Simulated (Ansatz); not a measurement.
An Ansatz (an electronic-structure program) run. Input:

Ansatz 0.2 input:
```yaml
crystal:
  lattice:
    - [4.1019960656, 0.0, 0.0]
    - [-2.0509980328, 3.552432799, 0.0]
    - [0.0, 0.0, 4.6528707177]
  atoms:
    - { symbol: Ca, position: [0.3333333333, 0.6666666667, 0.9969440347] }
    - { symbol: Ga, position: [0.0, 0.0, 0.5626227192] }
    - { symbol: Ge, position: [0.6666666667, 0.3333333333, 0.4235418123] }
    - { symbol: H, position: [0.0, 0.0, 0.9356914339] }
kpoints:
  mp_grid: { grid: [8, 8, 6] }
basis: { xc_grid: 2 }
hamiltonian:
  xc: pbesol
  pseudopotentials: { kind: paw }
scf:
  occupations: { method: fixed }
checkpoint: { read: static.run }
output: { bader: true, populations: true }
```

Output (shortened):

```
Pseudopotential: Ca, paw, valence charge 10
Pseudopotential: Ga, paw, valence charge 13
Pseudopotential: Ge, paw, valence charge 14
Pseudopotential: H, paw, valence charge 1
Functional definition: PBEsol
Crystal: 4 atoms, lattice volume = 67.802 Å³
Basis set: ecut = 420 eV, 1299 PW (Γ), exchange–correlation on 60×60×64 points (8 copies of the dense FFT grid, shifted against one another)
Bands: 23, of which v1, the nominal top of the filled ones, is band 19 counted from 1 (18 counted from 0)
Symmetry: 6 space group operations
Space group: P3m1 (ITA 156), of the structure as read, at distance tolerance 4.1e-5 Å
k-points: 50 of 384 (time reversal used)
Stability of the state it starts from, as read at its close in the unpolarized treatment …
iter 1 solved again at ethr=3.92e-7 eV; its pass at ethr=3.10e-3 eV (dr2=1.49e-4 eV) is discarded
SCF iter   1: F=—  HF=-9807.987502 eV  |F-HF|=—  |Δ(HF+E_count)|=         —  Δρ=9.79e-7  dr2=3.71e-10  ethr=3.92e-7  ⟨swp⟩=3.0  Hψ=7281  notcnv=0  defer=95
preconditioner: auto → Resta (q_TF=auto, 2.477 Å⁻¹)
SCF iter   2: F=—  HF=-9807.987505 eV  |F-HF|=—  |Δ(HF+E_count)|=   3.15e-6  Δρ=5.01e-7  dr2=1.00e-10  ethr=1.00e-12  ⟨swp⟩=7.5  Hψ=6051  notcnv=0
SCF iter   3: F=-9807.987505 eV  HF=-9807.987505 eV  |F-HF|=0.00e0  |Δ(HF+E_count)|=  6.00e-11  Δρ=2.44e-7  dr2=2.66e-11  ethr=1.00e-12  ⟨swp⟩=1.0  Hψ=2750  notcnv=0
SCF 1 converged in 3 iterations: F = -9807.987505 eV  dr2 = 2.66e-11
SCF converged after 3 iterations
Free energy (F): -9807.987505 eV
Harris-Foulkes:  -9807.987505 eV  (|F-HF|=0.00e0)
Internal energy: -9807.987505 eV  (E = F + TS)
E sigma→0 (E₀):  -9807.987505 eV
Fermi energy:    9.185407 eV
--- Per-component energies (eV) ---
  E_band       = -309.553975
  E_kinetic    = 520.773019
  E_local      = -5173.654851  (includes V_loc(G=0)·N_el)
  E_nonlocal   = 910.555554
  E_hartree    = 2263.772326
  E_xc         = -289.971046
  E_vxc        = -307.078042  (∫ρ·V_xc dr)
  E_paw        = -4764.409817  (= ΣΔE_a)
  E_vpaw       = -787.693221  (= ΣTr[D̂ρ^β])
  E_aug_tail   = -0.000986  (compensation charges beyond the density's cutoff)
  E_ewald      = -3276.951413
  E_core_change = 1.899708  (= ΣΔE_core)
  E_smearing   =  0.000000  (= −TS)
  E_closure    =  0.000000  (closes the sum)
  Σ components = -9807.987505   (vs F -9807.987505, Δ=0.00e0)
  [band-id]    e_kinetic+e_local+e_nonlocal+2·e_hartree+e_vxc+e_vpaw+e_augmentation_tail = -309.553874   (vs E_band -309.553975, Δ=1.01e-4)
--- Band table (eV; the first three rows and the last of 50) ---
  k-point 0: bands = ["-31.9699", "-15.0694", "-15.0694", "-15.0118", "-15.0118", "-15.0020", "-13.1429", "-13.0281", "-13.0281", "-6.0877", "-6.0242", "-6.0242", "-5.9698", "-5.9698", "-2.0959", "4.1579", "6.8246", "8.2830", "8.2830", "10.0211", "12.2371", "12.2371", "12.5906"]
  k-point 1: bands = ["-31.9698", "-15.0693", "-15.0693", "-15.0120", "-15.0120", "-15.0018", "-13.1491", "-13.0276", "-13.0276", "-6.0847", "-6.0245", "-6.0245", "-5.9699", "-5.9699", "-1.9662", "3.4697", "7.4780", "8.4135", "8.4135", "10.2150", "11.4958", "11.4958", "12.5070"]
  k-point 2: bands = ["-31.9695", "-15.0691", "-15.0691", "-15.0124", "-15.0124", "-15.0013", "-13.1616", "-13.0268", "-13.0268", "-6.0786", "-6.0252", "-6.0252", "-5.9702", "-5.9702", "-1.6594", "2.4471", "8.4999", "8.7452", "8.7452", "10.3890", "10.8396", "10.8396", "11.8229"]
  k-point 49: bands = ["-31.9628", "-15.0692", "-15.0664", "-15.0153", "-15.0125", "-14.9975", "-13.1418", "-13.1032", "-13.0753", "-6.0530", "-6.0371", "-6.0077", "-5.9754", "-5.9645", "0.6493", "1.8278", "4.1205", "5.5246", "6.9878", "10.9436", "12.3023", "12.9171", "12.9644"]
--- Löwdin populations: 4 sites ---
  site symbol       q [e]
     0     Ca      8.2440
     1     Ga     13.4759
     2     Ge     14.7144
     3      H      1.2633
  spilling = 0.007956 (of n_electrons = 38.000000)
--- Bader charges: 4 sites ---
  site symbol  charge [e]  shift [e]
     0     Ca      1.3545     0.0000
     1     Ga      0.1343     0.0006
     2     Ge     -0.9396     0.0003
     3      H     -0.5492     0.0009
  shift: an alarm, by how much a part of what the PAW files miss would move the charge. Where it is large, compare
  with a run on PAW files of another source; a small one proves nothing
  estimated error of the sums over rays = 7.9e-4 e
```

Cost: roughly 60 core-seconds on shared cores.

The first step of the workflow began from a Materials Project structure, measured or hypothetical; the Crystallography Open Database files this formula in space group No. 156, but the cells were not matched. Whether it is the stable phase at ambient conditions was not checked. The cell was relaxed with PBEsol under the symmetry of its start; whether a distortion lowers the energy is not shown. Spin–orbit coupling is left out wherever it is not named.

Potentials: the later of the program's two PAW sets.

Ansatz is a plane-wave DFT program.
